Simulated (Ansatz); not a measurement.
Relaxed SiC (zinc blende):

```
CELL_PARAMETERS angstrom
      0.00000     2.18988     2.18988
      2.18988     0.00000     2.18988
      2.18988     2.18988     0.00000
ATOMIC_POSITIONS crystal
  C  0.75000 0.75000 0.75000
  Si 0.00000 0.00000 0.00000
```

Level of theory: PBE (plane waves to 420 eV, PAW, scalar-relativistic; Ansatz, a quantum-chemistry and plane-wave program). k mesh 10×10×10 (Γ-centred), Fermi-Dirac smearing 0.05 eV. As the smearing reaches across the gap at some points, energies and forces of such displacements shift with the k mesh and the smearing. SiC was relaxed with its symmetry unable to fall.

One atom of the cell was then moved (with its periodic images), all else fixed, and the forces (eV/Å) came out as:

```tsv
atom	Fx	Fy	Fz
C1	6.873	6.873	-7.571
Si2	-6.873	-6.873	7.571
```

With two atoms only their relative shift counts; take Si2 as fixed.

Task: Which atom was moved, and by which vector (Å)?

Result: C1, by (-0.32, -0.32, 0.00), 0.46 Å in all.

(A displaced cell: forces are minus the slopes of the energy, force constants its curvatures, and phonons follow from these.)
